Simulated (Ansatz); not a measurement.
## Al2Cu — 63Cu nuclear quadrupole resonance

Cell: a COD entry, whose atoms a relaxation with PBE at fixed cell left in place.

Space group I4/mcm (No. 140); a = 6.0670, c = 4.8770 Å.

| site | Wyckoff | site symmetry | x | y | z |
| --- | --- | --- | --- | --- | --- |
| Al | 8h | m.2m | 0.1581 | 0.6581 | 0.5000 |
| Cu | 4a | 422 | 0.0000 | 0.0000 | 0.7500 |

One atom of each set is listed; the run and its k-mesh use a cell of 6 atoms with edges of 4.93, 4.93, 4.93 Å.

The numbers come from a DFT calculation in Ansatz (PBE, plane waves and PAW (field gradients read without the response of the frozen cores, which leaves them typically 4 to 6 % off), scalar-relativistic, 420 eV cutoff, Γ-centred 7×7×7 k-points, Fermi–Dirac smearing 0.05 eV).

63Cu: I = 3/2, Q = -220.0 mb (year-2017 value). Static lattice, zero field.

Task: At which frequencies do the 63Cu NQR lines lie?

Result: For I = 3/2 there is one line, ν = (|C_Q|/2)(1 + η²/3)^½.

| site | atoms | V_zz (10²¹ V/m²) | C_Q (MHz) | η | line frequencies (MHz) |
| --- | --- | --- | --- | --- | --- |
| Cu | 2 | -2.79 | 14.8 | 0.00 | 7.42 |

Task: And for ⁶⁵Cu (I = 3/2, Q = -204.0 mb) on Cu?

Result: C_Q scales with Q to 13.8 MHz, with lines at 6.88 MHz.

An axis of threefold or higher order runs through Cu, so V_zz lies along it and η is zero.

The run finds no gap above 0.1 eV (a metal, or nearly one), so the gradients can move by 10 % or more with the k-mesh.
